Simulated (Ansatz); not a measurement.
CoSi₂:
```xyz
3
Lattice="0.0000 2.6371 2.6371 2.6371 0.0000 2.6371 2.6371 2.6371 0.0000" Properties=species:S:1:pos:R:3 pbc="T T T"
Co     0.0000     0.0000     0.0000
Si     3.9556     3.9556     3.9556
Si     1.3185     1.3185     1.3185
```

Relaxed with LDA. Special points in fractions of this cell's reciprocal vectors: Γ (0.000, 0.000, 0.000); X (0.500, 0.000, 0.500); U (0.625, 0.250, 0.625); K (0.375, 0.375, 0.750); L (0.500, 0.500, 0.500); W (0.500, 0.250, 0.750).

### Question
List the band energies nearest the Fermi level at these points for the program Ansatz at the LDA level (PAW).

### Answer
In eV from the Fermi level; about four levels below and three above (degenerate sets whole), none deeper than 8.9 eV; points with the same levels are listed once.

```
k                          below                above
-  -----------------------------  -------------------
Γ  -4.30 -4.30 -4.30 -2.05 -2.05  1.12 3.48 3.48 3.48
X        -2.11 -2.11 -2.05 -1.42       1.77 2.96 8.67
U        -2.40 -1.90 -1.30 -1.02       2.13 5.07 6.03
L        -1.76 -1.76 -0.46 -0.46       2.79 3.60 3.60
W  -2.44 -2.44 -2.11 -1.55 -0.71       3.85 3.85 5.88
```

Space group Fm-3m (fluorite or antifluorite type). Symmetry was held in the LDA relaxation. The run is not spin-polarised.

Potentials: the earlier of the program's two PAW sets. The files were generated under PBE; for other functionals the program regenerates the frozen cores, and for LDA and PBEsol the local potential too.
